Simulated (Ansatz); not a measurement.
TiAs in space group P6_3/mmc (No. 194; Ti on 4f, As on 2a, As on 2d), DFT-PBEsol in the program Ansatz with PAW potentials, all energies at zero smearing, with the estimated change up to a 700 eV cutoff added, with one set of potentials and settings (totals compare only within such a set). Cell of 8 atoms (4 Ti, 4 As): -29155.613 eV.

```tsv
element	reference phase	E (eV/atom)
Ti	P6/mmm, 3 atoms in the cell	-2473.9117
As	R-3m, 2 atoms in the cell	-4813.0241
```

Formation energy per atom, worked out: (-29155.613 − 4×(-2473.9117) − 4×(-4813.0241))/8 = -0.984 eV/atom (-95 kJ per mol of atoms), at 0 K, without zero-point energy or fitted corrections.

The first step of the workflow began from a Materials Project structure, measured or hypothetical; the Crystallography Open Database files this formula in space group No. 194, but the cells were not matched. Its standing as an ambient phase is unchecked. The PBEsol relaxation kept the symmetry of its start; its stability against distortions is not shown here. No spin polarisation was allowed. The references are the lowest solids computed at this level, not always the standard phases.

Potentials: the later of the program's two PAW sets.
